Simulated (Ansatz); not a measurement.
Structure relaxation, BP

The start is a relaxed BP cell, doubled along one cell vector, shaken by Gaussian noise of σ = 0.08 Å a coordinate. The cell and all atomic positions are relaxed at zero pressure with PBEsol (plane waves to 420 eV, PAW, scalar-relativistic; Ansatz, a first-principles code). The first steps use a coarse 5×9×9 k-mesh.

Input geometry:
```
CELL_PARAMETERS angstrom
      0.00000     4.52021     4.52021
      2.26010     0.00000     2.26010
      2.26010     2.26010     0.00000
ATOMIC_POSITIONS crystal
  P  0.37558 0.80085 0.72442
  P  0.86151 0.82156 0.68764
  B  0.98832 0.99746 0.03236
  B  0.48498 0.96850 0.01615
```

Initial pressure: +7.4 GPa (positive: the cell is compressed)
Energy released: 0.37 eV/atom
Relative to the parent: The parent structure is recovered, F-43m (No. 216)
Shortest distances (start → end): The closest pairs of elements (up to four, under 3.6 Å), start → end: B–P 1.71 → 1.96 Å; P–P 3.08 → 3.20 Å; B–B 3.10 → 3.20 Å
Band gap at the end: 1.11 eV, indirect (valence top at Γ, conduction bottom at 83 % of the way from Γ to X) (no spin-orbit coupling)
Optimiser moves: 4

Relaxed structure:

```cif
data_B4P4
_chemical_formula_sum 'P4 B4'
_space_group_name_H-M_alt 'F-43m'
_space_group_IT_number 216
_space_group_name_Hall 'F -4 2 3'
_cell_length_a 4.52007
_cell_length_b 4.52007
_cell_length_c 4.52007
_cell_angle_alpha 90.000
_cell_angle_beta 90.000
_cell_angle_gamma 90.000
loop_
_atom_site_label
_atom_site_type_symbol
_atom_site_symmetry_multiplicity
_atom_site_Wyckoff_symbol
_atom_site_fract_x
_atom_site_fract_y
_atom_site_fract_z
_atom_site_occupancy
P1 P 4 c 0.25000 0.25000 0.25000 1
B1 B 4 a 0.00000 0.00000 0.00000 1
```
(The calculation used a cell of 2 atoms; values per cell refer to that cell.)

Final values are on a 13×13×13 k-mesh of the relaxed cell. No spin polarisation in the result.
